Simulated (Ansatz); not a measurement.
BN:
```
BN
1.0
    2.48324     0.00000     0.00000
   -1.24162     2.15055     0.00000
    0.00000     0.00000     4.00409
B N
2 2
Direct
  0.00000   0.00000   0.00000
  0.00000   0.00000   0.50000
  0.33333   0.66667   0.25000
  0.66667   0.33333   0.75000
```

Relaxed with PBEsol. Special points in fractions of this cell's reciprocal vectors: Γ (0.000, 0.000, 0.000); M (0.500, 0.000, 0.000); K (0.333, 0.333, 0.000); A (0.000, 0.000, 0.500); L (0.500, 0.000, 0.500); H (0.333, 0.333, 0.500).

List the band energies nearest the valence-band maximum at these points for the program Ansatz at the PBEsol level (PAW).

In eV from the valence-band maximum; about four levels below and three above (degenerate sets whole), none deeper than 8.9 eV; … stands for higher levels left out; points with the same levels are listed once.

```json
[
 {"k": "Γ", "below": "-1.45 -1.45 -0.68 -0.68 -0.28", "above": "5.92 8.34 8.34 8.35"},
 {"k": "M", "below": "-8.45 -5.75 -4.43 -0.61", "above": "5.35 5.58 5.95"},
 {"k": "K", "below": "-6.39 -6.39 -6.29 -6.29", "above": "1.56 10.73 10.73"},
 {"k": "A", "below": "-0.95 -0.95 -0.95 -0.95", "above": "7.20 7.20 …"},
 {"k": "L", "below": "-3.94 -3.94 -3.34 -3.34", "above": "4.72 4.72 7.53 7.53"},
 {"k": "H", "below": "-0.89 -0.89", "above": "6.15 6.15 6.18 6.18"}
]
```

Space group P6_3/mmc (NiAs type). A made-up cell: these elements were put on the sites of a structure type. Its sites differ from those of the usual phase in this space group: another stacking or structure type. The cell was relaxed with PBEsol under the symmetry of its start. At this level the phase is dynamically unstable (imaginary phonons). Its formation energy is positive at this level, so the cell may be metastable or incomplete.

Potentials: the later of the program's two PAW sets.
